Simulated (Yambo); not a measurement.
# Convergence of the G0W0 gap of ZnSe

G0W0@LDA for ZnSe (zinc blende, space group F-43m, No. 216) in Yambo. Reference settings: 4×4×4 Γ-centred k mesh, bands 10 to 110 and a 10 Ry block in the screening, 110 bands in G with the Bruneval-Gonze terminator, plasmon pole fitted at 27.2 eV. The LDA gap Γ → Γ on this mesh is 1.25 eV; G0W0 gaps are taken between the same points.

```csv
change from the reference,G0W0 gap Γ → Γ (eV),shift of the valence edge (eV),rough Yambo cost
reference settings,2.91,-1.15,1
43 bands in G,2.93,-1.12,–
wavefunctions cut at 25 Ry,2.71,-0.76,about 1/2
no point-group symmetry,2.91,-1.12,about 3×
"43 bands in G, no terminator",2.85,-0.71,–
no terminator,2.88,-1.06,–
```

The reference isn't shown to be the converged limit. Costs are rough (shared machines), scaled to the same edge states, and given only for runs that recompute the screening.

Spin-orbit splittings are left out.

The standard potential for Se keeps a d shell in the valence without the s and p states of that shell. In tests on such compounds this moved G0W0 gaps by up to about 0.9 eV, so absolute quasiparticle energies here are unreliable; differences between settings are what counts.

Geometry relaxed with LDA; primitive cell a = b = c = 3.937 Å, α = β = γ = 60.00°.

A shift is the quasiparticle energy of the state minus its LDA energy.
